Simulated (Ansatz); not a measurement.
Te$_{2}$Mo:
```
CELL_PARAMETERS angstrom
      3.56337     0.00000     0.00000
     -1.78169     3.08597     0.00000
      0.00000     0.00000    14.73876
ATOMIC_POSITIONS crystal
  Te 0.33333 0.66667 0.62859
  Te 0.66667 0.33333 0.37141
  Te 0.66667 0.33333 0.12859
  Te 0.33333 0.66667 0.87141
  Mo 0.33333 0.66667 0.25000
  Mo 0.66667 0.33333 0.75000
```

Relaxed with r²SCAN. Special points in fractions of this cell's reciprocal vectors: Γ (0.000, 0.000, 0.000); M (0.500, 0.000, 0.000); K (0.333, 0.333, 0.000); A (0.000, 0.000, 0.500); L (0.500, 0.000, 0.500); H (0.333, 0.333, 0.500).

Task: List the band energies nearest the valence-band maximum at these points for plane-wave PAW r²SCAN (Ansatz code).

Result: In eV from the valence-band maximum; about four levels below and three above (degenerate sets whole), none deeper than 8.9 eV; points with the same levels are listed once.

| k | below | above |
|---|---|---|
| Γ | -1.06 -1.06 -0.78 -0.71 0.00 | 3.06 3.06 3.12 3.12 |
| M | -0.84 -0.82 -0.60 -0.47 | 1.38 1.42 1.68 |
| K | -1.86 -1.86 -0.12 0.00 | 1.06 1.06 1.67 |
| A | -1.07 -1.07 -1.07 -1.07 -0.15 -0.15 | 3.09 3.09 3.09 3.09 |
| L | -0.83 -0.83 -0.54 -0.54 | 1.40 1.40 1.78 1.78 |
| H | -1.92 -1.92 -0.07 -0.07 | 1.06 1.06 1.97 1.97 |

Space group P6_3/mmc. The cell was relaxed with r²SCAN under the symmetry of its start. The run is not spin-polarised. A crystal of weakly bound layers computed without a dispersion correction: the cell and the soft elastic constants depend strongly on that. Scalar-relativistic: spin–orbit coupling is off unless named, which matters more the heavier the elements.

Potentials: the earlier of the program's two PAW sets.
